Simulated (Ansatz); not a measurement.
# Ba: two-dimensional strain map

Level of theory: DFT r2SCAN, scalar-relativistic, plane waves, PAW in Ansatz. The runs took a 500 eV cutoff, a Γ-centred 14×14×8 mesh and Gaussian smearing (0.15 eV). No spin polarisation. Energies are free energies at this smearing, counted from the undisturbed cell; pressure is positive in compression.

Zero of the scan (as given, not relaxed at this level; it stands at 0.6 GPa; this form isn't the usual structure):

```
Ba
1.0
     1.95500   -3.65000    0.00000
     1.95500    3.65000    0.00000
     0.00000    0.00000    5.70000
Ba
1
Direct
  0.00000 0.00000 0.00000
```

The cell is strained by p along both x and y and by q along z, fractional coordinates fixed. Points are written (p, q).

Energy above the undisturbed cell in meV/atom (a dash: not computed):

| p \ q | -0.030 | -0.015 | 0.000 | 0.015 | 0.030 |
| --- | --- | --- | --- | --- | --- |
| -0.030 | 33.5 | 53.7 | 73.1 | 91.7 | 109.7 |
| -0.015 | -4.6 | – | 33.7 | – | 69.2 |
| 0.000 | -37.2 | -18.2 | 0.0 | – | 34.3 |
| 0.030 | -86.6 | – | -51.7 | – | -19.4 |

Pressure in GPa:

```
 p \ q  -0.030  -0.015  0.000  0.015  0.030
-0.030     1.0     1.0    1.0    1.0    1.1
-0.015     0.7       –    0.8      –    0.9
 0.000     0.5     0.5    0.6      –    0.6
 0.030     0.1       –    0.2      –    0.3
```